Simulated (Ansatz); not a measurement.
Be2Ag in Ansatz, relaxation

The input file (Ansatz 0.2.0, plane waves):

```yaml
crystal:
  lattice:
    - [0.0, 3.170166, 3.170166]
    - [3.170166, 0.0, 3.170166]
    - [3.170166, 3.170166, 0.0]
  atoms:
    - { symbol: Ag, position: [0.0, 0.0, 0.0] }
    - { symbol: Ag, position: [0.25, 0.25, 0.25] }
    - { symbol: Be, position: [0.625, 0.625, 0.625] }
    - { symbol: Be, position: [0.125, 0.625, 0.625] }
    - { symbol: Be, position: [0.625, 0.625, 0.125] }
    - { symbol: Be, position: [0.625, 0.125, 0.625] }
  symmetry: { tolerance: 0.0003 }
kpoints:
  mp_grid: { grid: [9, 9, 9], shift: [0, 0, 0] }
magnetization:
  spin_polarized: false
scf:
  occupations: { method: fermi_dirac }
  lower_state_search: "off"
hamiltonian:
  pseudopotentials: { kind: paw }
  xc: r2scan
basis:
  ecutwfc: 500
  fft_grid_basis: typed
relax:
  max_steps: 80
  cell: { p_target: 0.0 }
output:
  forces: true
  stress: true
  eigenvalues: true
  bader: true
  populations: true
  elf: true
  write_potential: true
  volumetric_format: npy
  dos:
    e_range: [-12, 8]
    de: 0.05
    projected: { site_lists: { Ag: [Ag], Be: [Be] } }
  write_density: true
checkpoint:
  read: saved_state
```

Run with:

```bash
ansatz run input.yaml --threads 2 --pin off --max-ram 2560MiB --backend cpu --events-out ev --progress --plain --runs-dir out
```

Origin of the cell: a database entry, scaled a little.

The smearing width isn't typed, so it takes its default of 0.1 eV.

The saved state is a converged single point of the same cell.

Output (shortened):

```
Pseudopotentials: kind: paw
Pseudopotential: Ag, paw, valence charge 19, recommended cutoff 500 eV (meta_gga), Ag.paw.azcp
Pseudopotential: Be, paw, valence charge 2, recommended cutoff 500 eV (meta_gga), Be.paw.azcp
Functional definition: r2SCAN
  exchange = r2scan_x(k0 = k0, k1 = k1, a1 = a1)
  correlation = r2scan_c
Crystal: 6 atoms, lattice volume = 63.720 Å³
Basis set: ecut = 500 eV, 1639 PW (Γ), exchange–correlation on 144×144×144 points (64 copies of the dense FFT grid, shifted against one another)
Bands: 29, of which v1, the nominal top of the filled ones, is band 23 counted from 1 (22 counted from 0)
Symmetry: 48 space group operations
Space group: Fd-3m (ITA 227), of the structure as read, at distance tolerance 1.2e-3 Å
[… 8 lines left out …]
Initial density: read from a saved state, or passed on in memory by an earlier SCF of this step, an earlier step, the calling program or the single point that the run made first
Functional: x = r2scan, c = r2scan; τ floored in thin density (d = 2e-4 eV/Å³)
SCF iter   1: F=-15581.076962 eV  HF=-15581.078233 eV  Δρ=1.25e-3  dr2=1.80e-3  dr2_τ=3.53e-4
SCF iter   2: F=-15581.077889 eV  HF=-15581.078165 eV  Δρ=5.41e-4  dr2=4.15e-4  dr2_τ=1.27e-5
SCF iter   3: F=-15581.078020 eV  HF=-15581.078082 eV  Δρ=2.64e-4  dr2=9.98e-5  dr2_τ=2.47e-6
SCF iter   4: F=-15581.078040 eV  HF=-15581.078040 eV  Δρ=4.03e-5  dr2=9.33e-7  dr2_τ=1.36e-7
SCF iter   5: F=-15581.078040 eV  HF=-15581.078040 eV  Δρ=1.18e-5  dr2=6.31e-8  dr2_τ=3.85e-9
relax step   1: F+E_penalty+E_count = -15581.078040 eV  Δ(F+E_penalty+E_count) = +0.000e0 eV  max|allowed force component| = 2.005e-17 eV/Å  Δτ_max = 0.0000 Å  P = +2.731 GPa  Ω = 63.720 Å³ […]
relax step   2: F+E_penalty+E_count = -15581.088084 eV  Δ(F+E_penalty+E_count) = -1.004e-2 eV  max|allowed force component| = 6.014e-17 eV/Å  Δτ_max = 0.0000 Å  P = -0.229 GPa  Ω = 65.096 Å³ […]
relax step   3: F+E_penalty+E_count = -15581.088201 eV  Δ(F+E_penalty+E_count) = -1.161e-4 eV  max|allowed force component| = 5.185e-17 eV/Å  Δτ_max = 0.0000 Å  P = -0.008 GPa  Ω = 64.987 Å³ […]
relax step   4: F+E_penalty+E_count = -15581.088626 eV  Δ(F+E_penalty+E_count) = -4.256e-4 eV  max|allowed force component| = 5.474e-17 eV/Å  Δτ_max = 0.0000 Å  P = -0.001 GPa  Ω = 64.987 Å³  stress off target by 1.40e-3 GPa […]
SCF 4 converged in 6 iterations: F = -15581.088626 eV  dr2 = 5.50e-12
basis re-selected at this cell: Δ(F+E_penalty+E_count) = -4.256e-4 eV, ΔP = +0.006 GPa vs the last step (what re-selecting the basis moved, of the pressure what is left beyond the Pulay corre […]
SCF converged after 6 iterations
Free energy (F): -15581.088626 eV
Harris-Foulkes:  -15581.088626 eV  (|F-HF|=7.28e-12)
Internal energy: -15581.062717 eV  (E = F + TS)
E sigma→0 (E₀):  -15581.075672 eV
Entropy (-TS):   -0.025909 eV (-4.318 meV/atom)
Fermi energy:    13.361564 eV
--- Per-component energies (eV) ---
  E_band       = -629.211940
  E_kinetic    = 1131.950960
  E_local      = -6082.491573  (includes V_loc(G=0)·N_el)
  E_nonlocal   = 173.738069
  E_hartree    = 2786.447125
  E_xc         = -433.381018
  E_vxc        = -617.769541  (∫ρ·V_xc dr)
  E_paw        = -8082.399735  (= ΣΔE_a)
  E_vpaw       = -849.897799  (= ΣTr[D̂ρ^β])
  E_aug_tail   = 0.000102  (compensation charges beyond the density's cutoff)
  E_vtau       = 42.363663  (kinetic-family band-sum trace: ∫τ·v_τ [+ j·A + Jᵃ·Aᵃ] dr)
  E_ewald      = -5073.859918
  E_core_change = -1.066730  (= ΣΔE_core)
  E_smearing   = -0.025909  (= −TS)
  Σ components = -15581.088626   (vs F -15581.088626, Δ=0.00e0)
--- Forces (eV/Å), atoms counted from 1 ---
  atom   1  Ag    -0.000000    -0.000000    -0.000000
  atom   2  Ag     0.000000     0.000000     0.000000
  atom   3  Be     0.000000     0.000000    -0.000000
  atom   4  Be    -0.000000     0.000000    -0.000000
  atom   5  Be    -0.000000    -0.000000    -0.000000
  atom   6  Be     0.000000    -0.000000     0.000000
  max |Σ_I F_I| component: 2.54e-17 eV/Å
--- Stress (GPa, compression-positive) ---
       -0.001396      -0.000000       0.000000
        0.000000      -0.001396       0.000000
       -0.000000       0.000000      -0.001396
  P = ⅓ Tr σ = -0.0014 GPa (-0.014 kbar)
--- Relaxed structure (3 steps of the walk, 3 accepted, 1 SCFs on fresh bases) ---
  F+E_penalty+E_count = -15581.088626 eV   max|allowed force component| = 5.474e-17 eV/Å   (the final SCF, on the basis selected at the relaxed cell)
  cell:  # Å, volume = 64.9871 Å³
    - [0.0, 3.191041, 3.191041]
    - [3.191041, 0.0, 3.191041]
    - [3.191041, 3.191041, 0.0]
  atoms:
    - { symbol: Ag, position: [0.0, 0.0, 0.0] }
    - { symbol: Ag, position: [0.25, 0.25, 0.25] }
    - { symbol: Be, position: [0.625, 0.625, 0.625] }
    - { symbol: Be, position: [0.125, 0.625, 0.625] }
    - { symbol: Be, position: [0.625, 0.625, 0.125] }
    - { symbol: Be, position: [0.625, 0.125, 0.625] }
--- Löwdin populations: 6 sites ---
  site symbol       q [e]
     0     Ag     19.0146
     1     Ag     19.0146
     2     Be      1.1897
     3     Be      1.1897
     4     Be      1.1897
     5     Be      1.1897
  spilling = 0.069825 (of n_electrons = 46.000000)
--- Bader charges: 6 sites ---
  site symbol  charge [e]  shift [e] shared [e]
     0     Ag     -0.7709     0.0005    -1.1644
     1     Ag     -0.7709     0.0005    -1.1644
     2     Be      1.2330     0.0003     0.5822
     3     Be      1.2331     0.0003     0.5823
     4     Be      1.2331     0.0003     0.5823
     5     Be      1.2330     0.0003     0.5822
  maxima off the nuclei: 2, with 3.3904 electrons
  on the straight line to a nucleus their density falls by 2.3e-2 of itself; PAW files or a low cutoff
  can make one that falls by little (a run on other files and one at a higher cutoff tell): if they did, read the shared
  charge, to which what the maxima have on the atom's side is counted
  estimated error of the sums over rays = 1.5e-3 e
```

Before:

Space group Fd-3m (No. 227); the run's cell has a = 4.483 Å, b = 4.483 Å, c = 4.483 Å, α = 60.00°, β = 60.00°, γ = 60.00°. Shortest distances: Be–Be 2.24 Å, Ag–Be 2.63 Å, Ag–Ag 2.75 Å.

After:

Space group Fd-3m (No. 227); the run's cell has a = 4.513 Å, b = 4.513 Å, c = 4.513 Å, α = 60.00°, β = 60.00°, γ = 60.00°. Shortest distances: Be–Be 2.26 Å, Ag–Be 2.65 Å, Ag–Ag 2.76 Å.

```
Free energy lowered by  : 1.8 meV/atom
Volume change           : 1.99 %
Final pressure          : 0.00 GPa
Relaxation steps listed : 4
Gap on the mesh         : none (metal)
```

Caveats: the relaxation held the start's symmetry, so the end may be a saddle point.

It ran for 56 s on 2 threads of Arm Neoverse V2 (shared host), peak memory 0.6 GiB, from a saved density.
